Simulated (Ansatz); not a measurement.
# Al2Au: computed property card

Al₂Au:
```
CELL_PARAMETERS angstrom
      0.00000     2.97776     2.97776
      2.97776     0.00000     2.97776
      2.97776     2.97776     0.00000
ATOMIC_POSITIONS crystal
  Al 0.25000 0.25000 0.25000
  Al 0.75000 0.75000 0.75000
  Au 0.00000 0.00000 0.00000
```

Space group Fm-3m (No. 225), fluorite or antifluorite type; conventional cell a = 5.956 Å, b = 5.956 Å, c = 5.956 Å, α = 90.00°, β = 90.00°, γ = 90.00°.

Method: plane-wave PAW LDA (Ansatz code). The cell and atoms are relaxed at this level. Other levels are named where they apply.

**Cell and energy**

```json
{
  "volume_per_atom": "17.60 Å³",
  "density": "7.89 g/cm³",
  "Formation energy from the elements (no fitted shifts)": "-0.50 eV/atom"
}
```

**Electronic structure**

```json
{
 "electronic_character": "metallic (no gap)",
 "Density of states at the Fermi level": "0.30 states/eV per atom (mean over ±0.08 eV)"
}
```

**Mechanics**

```json
{
 "Bulk modulus (Birch–Murnaghan fit)": "121 GPa",
 "Pressure derivative B′": "4.7",
 "Elastic constants (relaxed ions, GPa)": "C11 = 162, C12 = 101, C44 = 54.4",
 "mechanical_stability": "stable (all eigenvalues of C positive)",
 "hill_bulk_and_shear_moduli": "121 and 42.9 GPa",
 "Young's modulus": "115 GPa",
 "Poisson's ratio": "0.34",
 "debye_temperature_from_the_elastic_constants": "300 K"
}
```

**Phonons**

```json
{
 "highest_zone_centre_frequency": "268 cm⁻¹",
 "zone_centre_stability": "no imaginary mode at Γ"
}
```

The LDA relaxation kept the symmetry of its start. As this level gives no gap, shear constants depend on the k-mesh and smearing (Fermi–Dirac, 0.1 eV here). As this level gives no gap, phonon frequencies hold no LO–TO term and depend on the k-mesh and smearing (Fermi–Dirac, 0.1 eV here). The references are the lowest solids computed at this level, not always the standard phases. Scalar-relativistic: spin–orbit coupling is off unless named, which matters more the heavier the elements.

Potentials: the earlier of the program's two PAW sets. The files were generated under PBE; for other functionals the program regenerates the frozen cores, and for LDA and PBEsol the local potential too.
